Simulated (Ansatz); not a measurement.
InGa2Au2:
```
InGa2Au2
1.0
    4.22839     0.00000     0.00000
   -2.11420     3.66190     0.00000
    0.00000     0.00000    13.02937
In Ga Au
2 4 4
Cartesian
  0.00000   0.00000   9.77203
  0.00000   0.00000   3.25734
  2.11420   1.22063   5.69348
  0.00000   2.44126   7.33590
  0.00000   2.44126  12.20816
  2.11420   1.22063   0.82121
  2.11420   1.22063  11.23431
  0.00000   2.44126   1.79507
  0.00000   2.44126   4.71962
  2.11420   1.22063   8.30975
```

Relaxed with r²SCAN. Special points in fractions of this cell's reciprocal vectors: Γ (0.000, 0.000, 0.000); M (0.500, 0.000, 0.000); K (0.333, 0.333, 0.000); A (0.000, 0.000, 0.500); L (0.500, 0.000, 0.500); H (0.333, 0.333, 0.500).

### Question
List the band energies nearest the Fermi level at these points for r²SCAN in the plane-wave PAW code Ansatz.

### Answer
In eV from the Fermi level; about four levels below and three above (degenerate sets whole), none deeper than 8.9 eV; points with the same levels are listed once.

```tsv
k	below	above
Γ	-4.68 -4.68 -3.69 -1.45	0.71 1.63 1.63
M	-2.74 -2.33 -1.31 -1.18	0.55 0.57 1.85
K	-1.71 -1.71 -0.99 -0.99 -0.61	1.46 3.93 3.93
A	-4.75 -4.75 -4.75 -4.75 -2.65 -2.65	1.30 1.30 2.00 2.00 2.00 2.00
L	-0.97 -0.97 -0.67 -0.67	0.98 0.98 2.12 2.12
H	-1.38 -1.38 -0.09 -0.09	2.41 2.41 2.67 2.67
```

Space group P6_3/mmc. The first step of the workflow began from a Materials Project structure, measured or hypothetical; the Crystallography Open Database copy checked does not list it. Whether it is the stable phase at ambient conditions was not checked. The r²SCAN relaxation kept the symmetry of its start; whether a distortion lowers the energy is not shown. Scalar-relativistic: spin–orbit coupling is off unless named, which matters more the heavier the elements.

Potentials: the later of the program's two PAW sets.
